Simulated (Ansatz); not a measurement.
**NMR crystallography of HfO2 with Al replacing Hf: given against relaxed positions**

Start: a supercell of HfO2 (space group P4_2/nmc) built from a computed structure from the Materials Project (it need not be an observed phase), with all atoms left at the host's positions.

Space group I-4m2 (No. 119); a = 7.1160, c = 10.3437 Å.

| site | Wyckoff | site symmetry | x | y | z |
| --- | --- | --- | --- | --- | --- |
| Al | 2d | -4m2 | 0.5000 | 0.0000 | 0.2500 |
| Hf2 | 2c | -4m2 | 0.5000 | 0.0000 | 0.7500 |
| Hf3 | 4e | 2mm. | 0.5000 | 0.5000 | 0.2500 |
| Hf5 | 8g | ..2 | 0.2500 | 0.7500 | 0.0000 |
| O9 | 8i | .m. | 0.2500 | 0.0000 | 0.3486 |
| O10 | 8i | .m. | 0.7500 | 0.5000 | 0.3486 |
| O13 | 8i | .m. | 0.5000 | 0.7500 | 0.4014 |
| O14 | 8i | .m. | 0.0000 | 0.2500 | 0.4014 |

One atom of each set is listed; the run and its k-mesh use a cell of 24 atoms with edges of 7.22, 7.22, 7.22 Å.

All values are calculated (Ansatz; DFT, PBE, plane waves and PAW, scalar-relativistic, 420 eV cutoff, Γ-centred 4×4×4 k-points, Fermi–Dirac smearing 0.01 eV, cell charge -1), not measured.

The largest force at the start is 1.5 eV/Å. Relaxing the ions at fixed cell moves them by 0.279 Å at most (atom 15, O) and 0.183 Å rms.

```json
{"site": "Al", "moved (Å)": "0.000", "first shell before": "8 O at 2.05–2.37 Å", "first shell after": "4 O at 1.84 Å", "V_zz before (10²¹ V/m²)": "1.03", "η before": "0.00"}
{"site": "Hf2", "moved (Å)": "0.000", "first shell before": "8 O at 2.05–2.37 Å", "first shell after": "4 O at 1.97 Å", "V_zz before (10²¹ V/m²)": "14.99", "η before": "0.00"}
{"site": "Hf3", "moved (Å)": "0.014", "first shell before": "8 O at 2.05–2.37 Å", "first shell after": "8 O at 2.17–2.26 Å", "V_zz before (10²¹ V/m²)": "16.55", "η before": "0.49"}
{"site": "Hf5", "moved (Å)": "0.015", "first shell before": "8 O at 2.05–2.37 Å", "first shell after": "8 O at 2.05–2.40 Å", "V_zz before (10²¹ V/m²)": "15.15", "η before": "0.05"}
{"site": "O9", "moved (Å)": "0.234", "first shell before": "1 Al at 2.05 Å, 3 Hf at 2.05–2.37 Å", "first shell after": "1 Al at 1.84 Å, 1 Hf at 2.26 Å; also 2 Hf at 2.40 Å", "V_zz before (10²¹ V/m²)": "2.45", "η before": "0.45"}
{"site": "O10", "moved (Å)": "0.147", "first shell before": "4 Hf at 2.05–2.37 Å", "first shell after": "4 Hf at 1.97–2.32 Å", "V_zz before (10²¹ V/m²)": "0.73", "η before": "0.17"}
{"site": "O13", "moved (Å)": "0.279", "first shell before": "3 Hf at 2.05–2.37 Å, 1 Al at 2.37 Å", "first shell after": "3 Hf at 2.05–2.17 Å; also 1 Al at 2.59 Å", "V_zz before (10²¹ V/m²)": "0.94", "η before": "0.30"}
{"site": "O14", "moved (Å)": "0.216", "first shell before": "4 Hf at 2.05–2.37 Å", "first shell after": "4 Hf at 2.09–2.51 Å", "V_zz before (10²¹ V/m²)": "1.12", "η before": "0.11"}
```

Problem. What are V_zz and η after the relaxation?

Solution. 

```
site  V_zz after  η after  change of V_zz
  Al        0.85     0.00           -0.18
 Hf2        9.31     0.00           -5.68
 Hf3      -11.36     0.20          -27.91
 Hf5       -26.8     0.15               –
  O9        1.04     0.68           -1.41
 O10       -2.41     0.28               –
 O13       -2.68     0.49               –
 O14        1.07     0.67               –
```

The largest change of V_zz along a kept axis is on Hf3, from 16.55 to -11.36. In per cent, |V_zz| changes by -18 on Al, -38 on Hf, -57 on O (all sites that start above 0.5, bar those whose gradient vanishes or changes sign or whose main axis turns by over 40°). On Hf3, O9 V_xx and V_yy change places (or their axes turn by over 50°), so the two values of η hide a larger change. V_zz changes sign on Hf3 (same axis). On Hf5, O14, O13, O10 the largest principal value lies along another axis in the second run, so the two V_zz can't be compared directly.

The defect repeats with the cell of 24 atoms, so it feels its images: sites between two images don't show the values beside a lone defect, and zeros or small values of η there can come from the images' arrangement. Hf and O carry a gradient in the pure host already, so the values there aren't the defect's effect alone. A uniform background compensates the cell's charge. Without spin–orbit coupling the gradients at and beside Hf can be off by some per cent, at some sites by more.
Before: The neighbours have not yet relaxed around the defect (largest force 1.5 eV/Å), so a real crystal will differ.
After: The relaxation keeps the site symmetry -4m2 of the start, so the impurity can't leave its site; a start off the site could end lower.
